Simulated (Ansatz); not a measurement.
Nb$_{3}$Au$_{2}$:
```
Nb3Au2
1.0
   -1.68742     1.68742     7.57446
    1.68742    -1.68742     7.57446
    1.68742     1.68742    -7.57446
Nb Au
3 2
Direct
  0.39983   0.39983   0.00000
  0.60017   0.60017   0.00000
  0.00000   0.00000   0.00000
  0.19967   0.19967   0.00000
  0.80033   0.80033   0.00000
```

Relaxed with PBEsol.

Question: Which orbitals make up the states near the Fermi level in PBEsol (plane waves, PAW; program Ansatz)?

Answer: Within 0.5 eV of the Fermi level: Nb 4d 76 %, Au 5d 6 %, outside the projected shells 9 %. Projections are on Löwdin-orthogonalised atomic valence shells; empty p or d shells of many metals are not among them.

Question: Tabulate the density of states.

Answer: States/eV per cell of 5 atoms, in 0.25 eV bins, energy from the Fermi level.

| E (eV) | total | Nb 4d | Au 5d | Nb 5s |
|---|---|---|---|---|
| -7.85 | 0.54 | 0.04 | 0.04 | 0.10 |
| -7.60 | 0.62 | 0.06 | 0.08 | 0.10 |
| -7.35 | 0.79 | 0.09 | 0.17 | 0.09 |
| -7.10 | 1.31 | 0.17 | 0.51 | 0.08 |
| -6.85 | 2.64 | 0.31 | 1.58 | 0.09 |
| -6.60 | 5.92 | 0.52 | 4.41 | 0.21 |
| -6.35 | 4.29 | 0.30 | 3.57 | 0.11 |
| -6.10 | 8.68 | 0.48 | 7.53 | 0.35 |
| -5.85 | 7.34 | 0.53 | 6.28 | 0.32 |
| -5.60 | 5.67 | 0.63 | 4.51 | 0.30 |
| -5.35 | 8.21 | 0.97 | 6.56 | 0.36 |
| -5.10 | 5.69 | 0.80 | 4.63 | 0.15 |
| -4.85 | 2.77 | 0.40 | 2.09 | 0.20 |
| -4.60 | 4.89 | 0.73 | 3.56 | 0.41 |
| -4.35 | 5.85 | 0.81 | 4.36 | 0.43 |
| -4.10 | 9.49 | 0.90 | 7.88 | 0.44 |
| -3.85 | 5.26 | 0.57 | 4.38 | 0.18 |
| -3.60 | 4.79 | 0.55 | 3.99 | 0.12 |
| -3.35 | 5.13 | 1.86 | 2.49 | 0.40 |
| -3.10 | 4.88 | 2.31 | 1.61 | 0.41 |
| -2.85 | 4.08 | 2.21 | 0.95 | 0.34 |
| -2.60 | 3.59 | 2.17 | 0.63 | 0.41 |
| -2.35 | 2.36 | 1.65 | 0.30 | 0.24 |
| -2.10 | 4.21 | 2.79 | 0.65 | 0.39 |
| -1.85 | 4.96 | 3.55 | 0.66 | 0.38 |
| -1.60 | 4.81 | 3.74 | 0.52 | 0.20 |
| -1.35 | 6.62 | 5.49 | 0.46 | 0.21 |
| -1.10 | 5.51 | 4.37 | 0.41 | 0.23 |
| -0.85 | 4.75 | 3.82 | 0.39 | 0.17 |
| -0.60 | 4.91 | 3.81 | 0.43 | 0.15 |
| -0.35 | 3.09 | 2.34 | 0.24 | 0.11 |
| -0.10 | 3.34 | 2.55 | 0.23 | 0.15 |
| 0.15 | 3.49 | 2.73 | 0.18 | 0.19 |
| 0.40 | 1.90 | 1.35 | 0.10 | 0.14 |
| 0.65 | 2.75 | 2.04 | 0.18 | 0.13 |
| 0.90 | 3.17 | 2.50 | 0.25 | 0.17 |
| 1.15 | 4.50 | 3.71 | 0.35 | 0.21 |
| 1.40 | 4.63 | 3.74 | 0.37 | 0.18 |
| 1.65 | 4.99 | 3.97 | 0.34 | 0.16 |
| 1.90 | 5.32 | 4.36 | 0.36 | 0.18 |
| 2.15 | 4.13 | 3.29 | 0.26 | 0.23 |
| 2.40 | 3.74 | 3.15 | 0.17 | 0.16 |
| 2.65 | 4.31 | 3.72 | 0.13 | 0.15 |
| 2.90 | 4.87 | 4.33 | 0.12 | 0.08 |
| 3.15 | 4.25 | 3.74 | 0.07 | 0.12 |
| 3.40 | 5.59 | 4.60 | 0.08 | 0.39 |
| 3.65 | 3.81 | 2.86 | 0.06 | 0.38 |
| 3.90 | 3.84 | 2.59 | 0.07 | 0.34 |

Space group I4/mmm. The workflow started from an entry of the Crystallography Open Database (COD). Whether it is the stable phase at ambient conditions was not checked. The cell was relaxed with PBEsol under the symmetry of its start; whether a distortion lowers the energy is not shown. The run is not spin-polarised. Scalar-relativistic: spin–orbit coupling is off unless named, which matters more the heavier the elements.

Potentials: the later of the program's two PAW sets.
